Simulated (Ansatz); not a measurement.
W$_{2}$C:
```
W2C
1.0
    4.68130     0.00000     0.00000
    0.00000     5.23658     0.00000
    0.00000     0.00000     3.00763
W C
4 2
Direct
  0.25900   0.15848   0.50000
  0.74100   0.84152   0.50000
  0.75900   0.34152   0.00000
  0.24100   0.65848   0.00000
  0.00000   0.00000   0.00000
  0.50000   0.50000   0.50000
```

Relaxed with PBEsol. Special points in fractions of this cell's reciprocal vectors: Γ (0.000, 0.000, 0.000); X (0.500, 0.000, 0.000); S (0.500, 0.500, 0.000); Y (0.000, 0.500, 0.000); Z (0.000, 0.000, 0.500); U (0.500, 0.000, 0.500); R (0.500, 0.500, 0.500); T (0.000, 0.500, 0.500).

Task: List the band energies nearest the Fermi level at these points for DFT-PBEsol in the program Ansatz with PAW potentials.

Result: In eV from the Fermi level; about four levels below and three above (degenerate sets whole), none deeper than 8.9 eV; points with the same levels are listed once.

```tsv
k	below	above
Γ	-1.02 -0.83 -0.58 -0.13	1.90 2.45 2.68
X	-1.69 -1.69 -0.97 -0.97	1.10 1.10 1.44 1.44
S	-2.50 -2.50 -0.79 -0.79	0.18 0.18 1.33 1.33
Y	-2.08 -2.08 -0.42 -0.42	0.43 0.43 0.45 0.45
Z	-4.13 -4.13 -2.71 -2.71	1.21 1.21 1.42 1.42
U	-1.23 -1.23 -0.60 -0.60	2.73 2.73 2.96 2.96
R	-1.11 -1.11 -0.43 -0.43	0.96 0.96 2.57 2.57
T	-3.52 -3.52 -2.92 -2.92	1.69 1.69 2.88 2.88
```

Space group Pnnm. The first step of the workflow began from a Materials Project structure, measured or hypothetical; the Crystallography Open Database copy checked does not list it. Its standing as an ambient phase is unchecked. Symmetry was held in the PBEsol relaxation; of distortions, only those at the zone centre were tested. The run is not spin-polarised. Scalar-relativistic: spin–orbit coupling is off unless named, which matters more the heavier the elements.

Potentials: the later of the program's two PAW sets.
